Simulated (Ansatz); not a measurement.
# What DFT gives for YPd3

```xyz
4
Lattice="4.0434 0.0000 0.0000 0.0000 4.0434 0.0000 0.0000 0.0000 4.0434" Properties=species:S:1:pos:R:3 pbc="T T T"
Pd    0.0000    2.0217    2.0217
Pd    2.0217    0.0000    2.0217
Pd    2.0217    2.0217    0.0000
Y     0.0000    0.0000    0.0000
```

Level: r2SCAN, no spin polarisation; 500 eV; 8×8×8 Γ-centred mesh; fermi-dirac occupations (width 0.1 eV); Ansatz 0.2.0, fixed geometry.

- Contacts: Pd–Pd at 2.86 Å: least valence density 0.26 e/Å³ and ELF 0.22 there. Pd–Y at 2.86 Å: least valence density 0.22 e/Å³ and ELF 0.11 there. These are pseudo-fields; inside the PAW spheres they differ from the all-electron ones.
- At the Fermi level: It is a metal, with about 1.6 states/eV a cell as the mean within 0.25 eV of the Fermi level, mostly Pd d (46 %), Y d (26 %) and Y s (17 %).
- Stress: The pressure is 5.7 GPa (compression positive), so with the atoms held at these fractions the cell would first expand.
- Charges: Bader charges in e: Y +1.71, Pd -0.57. In the mean Y gives up most and Pd takes most.

Origin: a database entry at a rescaled volume.
